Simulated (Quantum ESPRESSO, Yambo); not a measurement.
CaTiF$_{6}$ (space group R-3m, No. 166, within 0.06 Å of Fm-3m): one geometry, one set of LDA (pw.x of Quantum ESPRESSO, ONCV potentials, without SOC) orbitals, self-energies from Yambo (2×2×2 Γ-centred k mesh, bands 2 to 209 and a 7 Ry block in the screening, 209 bands in G with the Bruneval-Gonze terminator, plasmon pole fitted at 27.2 eV).

```
level                                                     gap Γ → Γ (eV)
--------------------------------------------------------  --------------
LDA (Quantum ESPRESSO)                                              4.82
exchange only (Hartree-Fock self-energy on LDA orbitals)           20.92
static COHSEX@LDA                                                  10.72
G0W0@LDA, plasmon pole                                                 …
G0W0@LDA, multipole fit to 8 frequencies, no terminator                …
G0W0@LDA, plasmon pole, no terminator                               9.83
```

**Question.** Complete the blanks.

**Answer.** 
- G0W0@LDA, plasmon pole, gap Γ → Γ (eV): 9.66
- G0W0@LDA, multipole fit to 8 frequencies, no terminator, gap Γ → Γ (eV): 9.64

Bare exchange has no screening and gives the widest gap; static COHSEX screens it but leaves out the frequency dependence, which G0W0 restores.

Nearest settings tried, and what they do to the gap: 137 bands in W, 137 bands in G: +4 meV; 6 Ry block (271 vectors against 307): +43 meV. Not varied: mesh. So the settings aren't converged at that level. The k mesh is coarse.

Geometry of the Materials Project entry, not relaxed at this level; primitive cell a = 5.8453 Å, b = 5.8453 Å, c = 5.8453 Å, α = 59.76°, β = 59.76°, γ = 59.76°.
